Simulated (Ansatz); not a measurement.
### Question
TaAs in space group I4_1md (No. 109; Ta on 4a, As on 4a) is relaxed with DFT-r²SCAN in the program Ansatz with PAW potentials. What lattice parameters of the conventional cell result?

### Answer
a = 3.442 Å, c = 11.715 Å.

### Question
Give the free coordinates with the occupied sites.

### Answer
In one choice of origin and axes:

```
atom  site  symmetry       x       y       z
----  ----  --------  ------  ------  ------
Ta      4a      2mm.  0.0000  0.0000  0.7493
As      4a      2mm.  0.0000  0.0000  0.1667
```

### Question
Is it a metal or does it have a gap at this level?

### Answer
No gap at this level.

The r²SCAN relaxation kept the symmetry of its start. The run is not spin-polarised. A small band overlap can be real or an error of a semilocal functional. Spin–orbit coupling is left out wherever it is not named.

Potentials: the later of the program's two PAW sets.
